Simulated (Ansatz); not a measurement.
Geometry optimisation in Ansatz: input, command and trajectory.

```yaml
crystal:
  lattice:
    - [4.0701627949, 0.0, 0.0]
    - [-2.0350813974, 3.5248643779, 0.0]
    - [0.0, 0.0, 6.3325121656]
  atoms:
    - { symbol: Si, position: [0.3333333333, 0.6666666667, 0.245] }
    - { symbol: Si, position: [0.6666666667, 0.3333333333, 0.755] }
    - { symbol: S, position: [0.0, 0.0, 0.0] }
    - { symbol: S, position: [0.3333333333, 0.6666666667, 0.645] }
    - { symbol: S, position: [0.6666666667, 0.3333333333, 0.355] }
basis:
  ecutwfc: 420
kpoints:
  mp_grid: { grid: [6, 6, 4] }
hamiltonian:
  xc: pbe
scf:
  occupations: { method: gaussian, width: 0.1 }
  lower_state_search: "off"
output:
  forces: true
  stress: true
  eigenvalues: true
relax:
  adjacent_minimum: "off"
  f_tol: 0.04
  max_steps: 70
  cell: { stress_tol: 0.4 }
```

```bash
ansatz run input.yaml --threads 1 --pin off --max-ram 2560MiB --backend cpu --events-out ev --progress --plain --runs-dir out
```

Computed with Ansatz, DFT PBE, scalar-relativistic, plane waves, PAW.

Of 16 frames 10 are shown, positions in Å and forces in eV/Å; the SCF threshold varies from step to step. Steps run on the plane waves of an earlier cell, with a Pulay correction in the pressure. The basis is chosen afresh for the last frame, the zero of the energies, and at times for earlier ones too; energy and pressure step there, also at an unchanged geometry. Here that happened at step 12 (-11 meV/atom, 0.5 GPa); the frames before carry an error of that size. The end is built of layers, and without a dispersion correction their distances are poorly fixed.

```xyz
5
Lattice="4.0702 0.0000 0.0000 -2.0351 3.5249 0.0000 0.0000 0.0000 6.3325" Properties=species:S:1:pos:R:3:forces:R:3 pbc="T T T" step=1 free_energy_over_end_meV_per_atom=497.54 pressure_GPa=-4.03
Si    0.0000    2.3499    1.5515    0.0000    0.0000   -0.2989
Si    2.0351    1.1750    4.7810    0.0000    0.0000    0.2989
S     0.0000    0.0000    0.0000    0.0000    0.0000    0.0000
S     0.0000    2.3499    4.0845    0.0000    0.0000    0.3985
S     2.0351    1.1750    2.2480    0.0000    0.0000   -0.3985
5
Lattice="3.7580 0.0000 0.0000 -1.8790 3.2545 0.0000 0.0000 0.0000 6.4873" Properties=species:S:1:pos:R:3:forces:R:3 pbc="T T T" step=3 free_energy_over_end_meV_per_atom=354.48 pressure_GPa=4.32
Si    0.0000    2.1697    1.3971    0.0000    0.0000   -0.7715
Si    1.8790    1.0848    5.0902    0.0000    0.0000    0.7715
S     0.0000    0.0000    0.0000    0.0000    0.0000    0.0000
S     0.0000    2.1697    4.2189    0.0000    0.0000    0.3624
S     1.8790    1.0848    2.2684    0.0000    0.0000   -0.3624
5
Lattice="3.5850 0.0000 0.0000 -1.7925 3.1047 0.0000 0.0000 0.0000 6.7925" Properties=species:S:1:pos:R:3:forces:R:3 pbc="T T T" step=4 free_energy_over_end_meV_per_atom=232.39 pressure_GPa=9.51
Si    0.0000    2.0698    1.2926    0.0000    0.0000   -0.0072
Si    1.7925    1.0349    5.5000    0.0000    0.0000    0.0072
S     0.0000    0.0000    0.0000    0.0000    0.0000    0.0000
S     0.0000    2.0698    4.4499    0.0000    0.0000    0.3397
S     1.7925    1.0349    2.3427    0.0000    0.0000   -0.3397
5
Lattice="3.5168 0.0000 0.0000 -1.7584 3.0457 0.0000 0.0000 0.0000 7.4177" Properties=species:S:1:pos:R:3:forces:R:3 pbc="T T T" step=6 free_energy_over_end_meV_per_atom=90.71 pressure_GPa=4.95
Si    0.0000    2.0304    1.3741    0.0000    0.0000    0.0679
Si    1.7584    1.0152    6.0437    0.0000    0.0000   -0.0679
S     0.0000    0.0000    0.0000    0.0000    0.0000    0.0000
S     0.0000    2.0304    4.8932    0.0000    0.0000    0.2946
S     1.7584    1.0152    2.5245    0.0000    0.0000   -0.2946
5
Lattice="3.4799 0.0000 0.0000 -1.7400 3.0137 0.0000 0.0000 0.0000 8.0473" Properties=species:S:1:pos:R:3:forces:R:3 pbc="T T T" step=8 free_energy_over_end_meV_per_atom=26.76 pressure_GPa=1.37
Si    0.0000    2.0091    1.4440    0.0000    0.0000    0.0961
Si    1.7400    1.0046    6.6033    0.0000    0.0000   -0.0961
S     0.0000    0.0000    0.0000    0.0000    0.0000    0.0000
S     0.0000    2.0091    5.4013    0.0000    0.0000    0.1631
S     1.7400    1.0046    2.6460    0.0000    0.0000   -0.1631
5
Lattice="3.4703 0.0000 0.0000 -1.7352 3.0054 0.0000 0.0000 0.0000 8.3639" Properties=species:S:1:pos:R:3:forces:R:3 pbc="T T T" step=9 free_energy_over_end_meV_per_atom=16.77 pressure_GPa=0.47
Si    0.0000    2.0036    1.4729    0.0000    0.0000   -0.1019
Si    1.7352    1.0018    6.8910    0.0000    0.0000    0.1019
S     0.0000    0.0000    0.0000    0.0000    0.0000    0.0000
S     0.0000    2.0036    5.6888    0.0000    0.0000   -0.0071
S     1.7352    1.0018    2.6752    0.0000    0.0000    0.0071
5
Lattice="3.4749 0.0000 0.0000 -1.7375 3.0094 0.0000 0.0000 0.0000 8.5174" Properties=species:S:1:pos:R:3:forces:R:3 pbc="T T T" step=11 free_energy_over_end_meV_per_atom=15.47 pressure_GPa=-0.01
Si    0.0000    2.0063    1.4658    0.0000    0.0000   -0.0044
Si    1.7375    1.0031    7.0516    0.0000    0.0000    0.0044
S     0.0000    0.0000    0.0000    0.0000    0.0000    0.0000
S     0.0000    2.0063    5.8451    0.0000    0.0000   -0.0066
S     1.7375    1.0031    2.6723    0.0000    0.0000    0.0066
5
Lattice="3.4673 0.0000 0.0000 -1.7336 3.0027 0.0000 0.0000 0.0000 8.7558" Properties=species:S:1:pos:R:3:forces:R:3 pbc="T T T" step=13 free_energy_over_end_meV_per_atom=1.42 pressure_GPa=0.32
Si    0.0000    2.0018    1.4711    0.0000    0.0000    0.0181
Si    1.7336    1.0009    7.2847    0.0000    0.0000   -0.0181
S     0.0000    0.0000    0.0000    0.0000    0.0000    0.0000
S     0.0000    2.0018    6.0701    0.0000    0.0000    0.0018
S     1.7336    1.0009    2.6857    0.0000    0.0000   -0.0018
5
Lattice="3.4658 0.0000 0.0000 -1.7329 3.0014 0.0000 0.0000 0.0000 8.9379" Properties=species:S:1:pos:R:3:forces:R:3 pbc="T T T" step=14 free_energy_over_end_meV_per_atom=0.45 pressure_GPa=0.13
Si    0.0000    2.0010    1.4757    0.0000    0.0000    0.0105
Si    1.7329    1.0005    7.4622    0.0000    0.0000   -0.0105
S     0.0000    0.0000    0.0000    0.0000    0.0000    0.0000
S     0.0000    2.0010    6.2447    0.0000    0.0000    0.0079
S     1.7329    1.0005    2.6932    0.0000    0.0000   -0.0079
5
Lattice="3.4663 0.0000 0.0000 -1.7332 3.0019 0.0000 0.0000 0.0000 9.0662" Properties=species:S:1:pos:R:3:forces:R:3 pbc="T T T" step=16 free_energy_over_end_meV_per_atom=0.00 pressure_GPa=0.06
Si    0.0000    2.0013    1.4768    0.0000    0.0000   -0.0001
Si    1.7332    1.0006    7.5894    0.0000    0.0000    0.0001
S     0.0000    0.0000    0.0000    0.0000    0.0000    0.0000
S     0.0000    2.0013    6.3721    0.0000    0.0000   -0.0006
S     1.7332    1.0006    2.6941    0.0000    0.0000    0.0006
```

The start puts this composition into another compound's structure type, which needn't suit it. At the end the space group is P-3m1 (tolerance 0.05 Å).

The run took 46 s on 1 thread of Intel(R) Xeon(R) Platinum 8175M CPU @ 2.50GHz (Skylake/Cascade Lake) (shared host), peak memory 0.42 GiB.

The k mesh is coarse.